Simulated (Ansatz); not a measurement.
A distorted cell of Se (trigonal-Se type, space group P3_121):

```xyz
6
Lattice="9.0114 0.0000 0.0000 -2.2528 3.9020 0.0000 0.0000 0.0000 4.9913" Properties=species:S:1:pos:R:3 pbc="T T T"
Se     0.5765    -0.4016     4.1594
Se     5.4838     0.0000     4.1594
Se    -0.4891     0.8471     0.8319
Se     4.0166     0.8471     0.8319
Se     1.7638     3.0550     2.4956
Se     6.2695     3.0550     2.4956
```

The numbers are results of r2SCAN (plane waves to 500 eV, PAW, scalar-relativistic; Ansatz, a first-principles code), not measurements. k mesh 7×7×6 (Γ-centred), Fermi-Dirac smearing 0.05 eV. The energy includes the smearing's −TS. Stress and pressure are positive under compression. Se was relaxed with its symmetry unable to fall.

Question: Predict the force on every atom, in eV/Å.

Answer: 
| atom | Fx | Fy | Fz |
|---|---|---|---|
| Se1 | 4.617 | 1.282 | 4.072 |
| Se2 | -0.060 | -0.044 | 0.014 |
| Se3 | -0.568 | 1.061 | 0.126 |
| Se4 | -0.069 | -0.214 | -0.037 |
| Se5 | 0.069 | 0.069 | -0.018 |
| Se6 | -3.989 | -2.154 | -4.157 |

Question: What is the stress tensor (GPa)?

Answer: 
```
    4.7      0.9      4.4
    0.9      2.7      2.0
    4.4      2.0      9.1
```
The pressure, a third of the trace, is 5.5 GPa.

Question: In it atom 1 sits (-0.402, -0.402, 0.000) Å away from its relaxed site. What is its energy relative to the relaxed cell?

Answer: 1114 meV/cell.

(For displaced atoms, the force is minus the slope of the energy, and its curvature is a force constant, which sets phonon frequencies.)
